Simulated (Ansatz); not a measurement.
BeS:
```yaml
crystal:
  lattice:
    - [3.43704, 0.00000, 0.00000]
    - [-1.71852, 2.97656, 0.00000]
    - [0.00000, 0.00000, 7.80495]
  atoms:
    - { symbol: Be, position: [0.50000, 0.00000, 0.00000] }
    - { symbol: Be, position: [0.00000, 0.50000, 0.33333] }
    - { symbol: Be, position: [0.50000, 0.50000, 0.66667] }
    - { symbol: S, position: [0.50000, 0.00000, 0.50000] }
    - { symbol: S, position: [0.00000, 0.50000, 0.83333] }
    - { symbol: S, position: [0.50000, 0.50000, 0.16667] }
```

Relaxed with r²SCAN+D4.

Map the electron localisation function on the plane through (0.000, 0.500, 0.333) spanned by u = [1, 0, 0] and v = [0, 0, 1] in lattice vectors, from plane-wave PAW r²SCAN+D4 (Ansatz code).

x is the fraction of u, y of v (the angle between them is 90°; rows are the nearest grid lines); atoms in the plane: Be at (0.00, 0.00), Be at (0.50, 0.33), S at (0.00, 0.50), S at (0.50, 0.83).
```
|000245555555542000|
|005899998899998500|
|137999998899999731|
|247999852258999742|
|125788610016887521|
|014688741147886410|
|001367888888763100|
|111113577775311111|
|776421111111124677|
|888752100001257888|
|677886410014688776|
|004788631136887400|
|005899742247998500|
|679999862268999976|
|899999720027999998|
|778887300003788877|
|122221000000122221|
|000122211112221000|
|001223322223322100|
|111233221122332111|
|223332110011233322|
|112221100001122211|
|000111100001111000|
|000245555555542000|
```
Scale: ten equal steps from 0.000 (start of '0') to 0.925 (end of '9'), in the order '0123456789'; x runs from 0.000 to 1.00, y from 0.000 (bottom) to 1.00 (top).

The density is the valence pseudo-density with augmentation charge, so density and ELF within about 1 Å of a nucleus are not all-electron values.

Space group P6_422. The start of the workflow was typed in or built on a structure type; neither database checked (COD, Materials Project) lists it. COD files the formula under space group No. 216, so this cell is another polymorph or a model. Whether it is the stable phase at ambient conditions was not checked. Symmetry was held in the r²SCAN+D4 relaxation; its stability against distortions is not shown here.

Potentials: the later of the program's two PAW sets.
